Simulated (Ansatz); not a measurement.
Input:

CsPbBr3 (cubic perovskite, space group No. 221), a = 5.9341 Å, b = 5.9341 Å, c = 5.9341 Å, α = 90.00°, β = 90.00°, γ = 90.00°.

This is the r²SCAN-relaxed structure.

Q: All from the program Ansatz at the r²SCAN level (PAW), unless another level is named. Give the Young's modulus.

A: 24.1 GPa.

Q: And the highest zone-centre frequency (without LO–TO term)?

A: 90 cm⁻¹.

Space group Pm-3m (cubic perovskite). This is a known high-temperature phase of the composition, computed here at zero pressure and temperature. The cell was relaxed with r²SCAN under the symmetry of its start; of distortions, only those at the zone centre were tested. Spin–orbit coupling is left out wherever it is not named.

Potentials: the later of the program's two PAW sets.
